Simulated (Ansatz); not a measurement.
# K$_{2}$TiF$_{6}$: reading a single point

```
F Ti K
1.0
     5.79402    0.00000    0.00000
    -2.89701    5.01777    0.00000
     0.00000    0.00000    4.72037
F Ti K
6 1 2
Direct
  0.15600 0.84400 0.24400
  0.15600 0.31200 0.24400
  0.68800 0.84400 0.24400
  0.84400 0.15600 0.75600
  0.31200 0.15600 0.75600
  0.84400 0.68800 0.75600
  0.00000 0.00000 0.00000
  0.33330 0.66670 0.70000
  0.66670 0.33330 0.30000
```

Single point in Ansatz 0.2.0 with LDA, no spin polarisation. Cutoff 420 eV, PAW datasets, 5×5×6 Γ-centred k mesh, gaussian filling (width 0.0131 eV).

Problem. Is it stable against the elements?

Solution. -3.40 eV an atom against the elements' usual phases (free molecules for gases, crystals otherwise, with no correction for O₂ or N₂), so it is bound against them; other compounds may still compete. Relaxing would lower it.

Problem. What does the stress say?

Solution. The pressure is -10.3 GPa (compression positive), so with the atoms held at these fractions the cell would first shrink; the forces are large, so a full relaxation may end otherwise. The principal stresses -12.3, -9.2, -9.2 GPa differ, so its shape would change too.

Problem. What is the band gap?

Solution. The gap on the k mesh is 4.25 eV; the mesh may miss the band edges, so the true gap of this level can be smaller.

Problem. Which orbitals make up the band edges?

Solution. Within 0.7 eV of the edges, the states project mainly on F p (99 %) below the gap and on Ti d (81 %) and F p (17 %) above it.

Origin: a database entry at a rescaled volume. Caveats: an odd or shifted mesh can miss the band edges, so this level's true gap may be smaller; atoms or cell far from equilibrium.
